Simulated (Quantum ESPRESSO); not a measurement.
pw.x input (Quantum ESPRESSO 7.5; PBEsol, PseudoDojo standard norm-conserving files, scalar-relativistic):

```
&CONTROL
  calculation = 'scf'
  pseudo_dir = './pseudo'
  outdir = './out'
  tprnfor = .true.
  tstress = .true.
/
&SYSTEM
  ibrav = 0
  nat = 8
  ntyp = 3
  ecutwfc = 84.0
  ecutrho = 336.0
  occupations = 'smearing'
  smearing = 'fd'
  degauss = 0.002
  nbnd = 38
/
&ELECTRONS
  conv_thr = 8e-10
/
ATOMIC_SPECIES
N 14.0070 N.upf
V 50.9415 V.upf
Cs 132.9055 Cs.upf
CELL_PARAMETERS angstrom
  0.000000000000   4.171935000000   4.171935000000
  4.171935000000   0.000000000000   4.171935000000
  4.171935000000   4.171935000000   0.000000000000
ATOMIC_POSITIONS crystal
N   0.125000000000   0.125000000000   0.125000000000
N   0.625000000000   0.125000000000   0.125000000000
N   0.125000000000   0.125000000000   0.625000000000
N   0.125000000000   0.625000000000   0.125000000000
V   0.250000000000   0.250000000000   0.250000000000
V   0.000000000000   0.000000000000   0.000000000000
Cs   0.750000000000   0.750000000000   0.750000000000
Cs   0.500000000000   0.500000000000   0.500000000000
K_POINTS automatic
6 6 6 0 0 0
```

End of the output:

```
     total energy              =    -471.57482613 Ry
     estimated scf accuracy    <          1.3E-09 Ry
     total energy              =    -471.57482613 Ry
     estimated scf accuracy    <       0.00000012 Ry
     total energy              =    -471.57482613 Ry
     estimated scf accuracy    <       0.00000001 Ry
[...]
     the Fermi energy is     8.5383 ev
!    total energy              =    -471.57482613 Ry
     estimated scf accuracy    <          3.0E-11 Ry
     smearing contrib. (-TS)   =      -0.00000009 Ry
     internal energy E=F+TS    =    -471.57482605 Ry
     The total energy is F=E-TS. E is the sum of the following terms:
     one-electron contribution =    -248.11765996 Ry
     hartree contribution      =     149.75956510 Ry
     xc contribution           =     -96.56702599 Ry
     ewald contribution        =    -276.64970519 Ry
     convergence has been achieved in  32 iterations
     Forces acting on atoms (cartesian axes, Ry/au):
     atom    1 type  1   force =    -0.00000000   -0.00000000    0.00000000
     atom    2 type  1   force =     0.00000000   -0.00000000   -0.00000000
     atom    3 type  1   force =     0.00000000    0.00000000   -0.00000000
     atom    4 type  1   force =    -0.00000000   -0.00000000    0.00000000
     atom    5 type  2   force =    -0.00000000    0.00000000   -0.00000000
     atom    6 type  2   force =     0.00000000   -0.00000000    0.00000000
     atom    7 type  3   force =    -0.00000000   -0.00000000    0.00000000
     atom    8 type  3   force =    -0.00000000    0.00000000    0.00000000
     Total force =     0.000000     Total SCF correction =     0.000000
     Computing stress (Cartesian axis) and pressure
          total   stress  (Ry/bohr**3)                   (kbar)     P=      -24.88
  -0.00016914   0.00000000  -0.00000000          -24.88        0.00       -0.00
   0.00000000  -0.00016914  -0.00000000            0.00      -24.88       -0.00
  -0.00000000  -0.00000000  -0.00016914           -0.00       -0.00      -24.88
```
In a gapped system the printed Fermi energy is only some level inside the gap.

Geometry of the Materials Project entry, not relaxed at this level.

The runs are not spin-polarised; magnetic order was not tried.
